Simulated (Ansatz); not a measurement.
SrTl (CsCl type)

```yaml
crystal:
  lattice:
    - [3.94878, 0.00000, 0.00000]
    - [0.00000, 3.94878, 0.00000]
    - [0.00000, 0.00000, 3.94878]
  atoms:
    - { symbol: Sr, position: [0.00000, 0.00000, 0.00000] }
    - { symbol: Tl, position: [0.50000, 0.50000, 0.50000] }
```

The slice is a {110} plane (indices of the conventional cell) through the point (0.500, 0.500, 0.500) (fractional), spanned by u = [100] and v = [011] in vectors of this cell: u (3.95 Å) and v (5.58 Å, at 90° to u). It covers one period; positions are fractions (u, v).

Computed with LDA (plane waves to 420 eV, PAW, scalar-relativistic; Ansatz, a quantum-chemistry and plane-wave program). k mesh 12×12×12. Inside the PAW spheres the values are not all-electron values, and peaks at nuclei hang on which shells count as valence. Spin-orbit coupling is left out, though Tl is heavy. SrTl was relaxed with its symmetry unable to fall.

### Question
What is the valence density on the shortest Sr–Tl line in this plane (3.42 Å), at its minimum between the atoms?

### Answer
0.10 e/Å³.

### Question
Sketch the electron localisation function (ELF) on this plane as a map.

### Answer
```
|xx:=-------=:x|
|.:==-------==:|
|===-=-:::-=-==|
|-----.. ..----|
|==-:.     .:-=|
|--:  .=+=.  :-|
|:.  :#@@@#:  .|
|.  .#@@@@@#.  |
|   -@@xxx@@-  |
|   =@@xxx@@=  |
|   -@@xxx@@-  |
|.  .#@@@@@#.  |
|:.  :#@@@#:  .|
|--:  .=+=.  :-|
|==-:.     .:-=|
|-----.. ..----|
|===-=-:::-=-==|
|.:==-------==:|
|xx:=-------=:x|
|xx.=-------=.x|
```
Scale: ten equal steps from 0.04 (start of ' ') to 0.86 (end of '@'), in the order ' .:-=+*#%@'. Values: electron localisation function (ELF). The map has 14 points along u (one character each, u = 0 at the left) and 20 along v (v = 0 in the bottom row). Points within 0.5 Å of a nucleus are blanked (x), as the pseudised field means little there.
